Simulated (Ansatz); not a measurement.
Trial structure of Zn2S, not yet relaxed:

Space group Fd-3m:1 (No. 227). a = 7.303 Å, b = 7.303 Å, c = 7.303 Å, α = 90.00°, β = 90.00°, γ = 90.00°
```
atom  site  symmetry       x       y       z
  Zn   16c      .-3m  0.1250  0.1250  0.1250
   S    8b      -43m  0.0000  0.0000  0.5000
```

Level of theory: Ansatz 0.2.0, DFT PBE, scalar-relativistic, plane waves, PAW. Cutoff 420 eV; k points 4×4×4 on the computed 6-atom cell (Γ-centred); Gaussian smearing, width 0.10 eV; no spin polarisation.

Energies over the elements count from the elements' standard structures at the same level, with no fitted energy shifts.

Question: How far from equilibrium is it?

Answer: The pressure is 1.2 GPa (it wants to expand), the largest force is 0.00 eV/Å (symmetry fixes the atoms), and the energy is +0.26 eV/atom against the elements. The shortest distance is 2.58 Å.

Question: Is it a good guess?

Answer: A good one: relaxing gains under 0.1 eV/atom (the start's value is from the coarse mesh, so the gain is rough) in 6 ionic steps and ends at +0.25 eV/atom on the finer mesh. The symmetry stays Fd-3m (No. 227). The volume per atom grows by 1.5 %, from 16.2 to 16.5 Å³. The shortest distance goes from 2.58 Å (Zn–Zn) to 2.60 Å (Zn–Zn). Conventional cell: a = 7.340 Å. Around Zn lie 6 Zn at 2.60 Å and 6 S at 3.04 Å; around S lie 12 Zn at 3.04 Å and 4 S at 3.18 Å.

The last run used a 10×10×10 mesh for its 6-atom cell and Gaussian smearing of 0.10 eV. The reference form of S is held partly by dispersion forces, which this level lacks. The relaxation can't lower the symmetry of the start, and the grade says only how near the guess is to its own end. Symmetry constrained the relaxation, so the result can be a saddle point. Another cell of Zn2S relaxed alike, in P4/nmm, lies 0.43 eV/atom lower, so this cell isn't the stable form at this level.
